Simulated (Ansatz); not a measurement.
Sr$_{2}$BBrN$_{2}$:
```
CELL_PARAMETERS angstrom
      2.06039     1.18956     8.86394
     -2.06039     1.18956     8.86394
      0.00000    -2.37913     8.86394
ATOMIC_POSITIONS crystal
  Sr 0.24800 0.24800 0.24800
  Sr 0.75200 0.75200 0.75200
  B  0.50000 0.50000 0.50000
  Br 0.00000 0.00000 0.00000
  N  0.44955 0.44955 0.44955
  N  0.55045 0.55045 0.55045
```

Relaxed with r²SCAN.

### Question
Map the electron localisation function on the plane through (0.248, 0.248, 0.248) spanned by u = [1, 0, 0] and v = [-1, 1, 1] in lattice vectors, from the program Ansatz at the r²SCAN level (PAW).

### Answer
x is the fraction of u, y of v (the angle between them is 43°; rows are the nearest grid lines); atoms in the plane: Sr at (0.00, 0.00), Sr at (0.01, 0.50), B at (0.50, 0.25), Br at (0.50, 0.75), N at (0.40, 0.20), N at (0.60, 0.30).
```
|0179961001233321000145554321000001699810|
|8558997100367888753100011100000000027998|
|9989999400378999987500000000000000002799|
|2689999720058999999975200000000000000002|
|0001234310016999854699863000000000000000|
|0000000000002689960017998620000000000000|
|0000000000000379994001899851000000000000|
|0000000000000015899910279986100011000000|
|0000000000000000147899999998500158887520|
|9730000000000000000278999999730049999999|
|9984000000000000000036889988741028999899|
|0499940000000123332100014566541001799610|
|4027996100011234667763100000100000048984|
|9998998400123335678899874100000000000389|
|7999998410234444678899998620000000000027|
|0025664211467776447985689987300000000000|
|0000000013799889850199302899862000000000|
|0000000003799865899207996589985100000000|
|0000000002689971179900799889985100000000|
|0000000000158999513895247888863111221000|
|3000000000001579999888764556531126899873|
|9961000000000003689988765432210027998899|
|8997100000000000146888765422110016997558|
|0179961001233321000145554321000001699810|
```
Scale: ten equal steps from 0.002 (start of '0') to 0.887 (end of '9'), in the order '0123456789'; x runs from 0.000 to 1.00, y from 0.000 (bottom) to 1.00 (top).

The density is the valence pseudo-density with augmentation charge, so density and ELF within about 1 Å of a nucleus are not all-electron values.

Space group R-3m. The workflow started from a Materials Project entry (that database holds measured and hypothetical structures alike); the Crystallography Open Database copy checked does not list it. Its standing as an ambient phase is unchecked. The cell was relaxed with r²SCAN under the symmetry of its start; whether a distortion lowers the energy is not shown.

Potentials: the later of the program's two PAW sets.
